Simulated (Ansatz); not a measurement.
Here is the system:

Starting cell, Cu (fcc, Cu type):

```
Cu
1.0
    0.00000     3.57675     3.57675
    1.78838     0.00000     1.78838
    1.78838     1.78838     0.00000
Cu
2
Cartesian
  0.00000   0.00000   0.00000
  1.78838   3.57675   1.78838
```

A phonon eigenvector at L = (0.5, 0.0, 0.0) is frozen into this cell: atom i moves by Q times the vector below, so Q is the largest atomic displacement, in Å. The cell is held. It is one choice among 2 degenerate patterns. (q is in reciprocal vectors of the primitive cell; the cell shown is doubled to hold the pattern.)

| atom | x | y | z |
|---|---|---|---|
| Cu1 | 0.285 | -0.520 | 0.805 |
| Cu2 | -0.285 | 0.520 | -0.805 |

Method: r2SCAN (plane waves to 500 eV, PAW, scalar-relativistic; Ansatz, a quantum-chemistry and plane-wave program). k mesh 11×22×22 (Γ-centred), Fermi-Dirac smearing 0.05 eV. E stands for the smeared free energy. With partly filled bands, energies and forces of such displacements shift with the k mesh and the smearing. Cu is run without spin polarisation. Cu was relaxed with its symmetry unable to fall. ΔE is measured from the undisplaced structure.

The scan covers Q from -0.280 to 0.280 Å in 13 points.

Task: Which space group does the distorted structure have?

Result: P-1 (No. 2), lowered from Fm-3m.

Task: What is the energy change at Q = 0.280 Å?

Result: 229 meV/cell.

Task: What harmonic wavenumber does the curvature at Q = 0 give?

Result: 119 cm⁻¹.

(For displaced atoms, the force is minus the slope of the energy, and its curvature is a force constant, which sets phonon frequencies.)
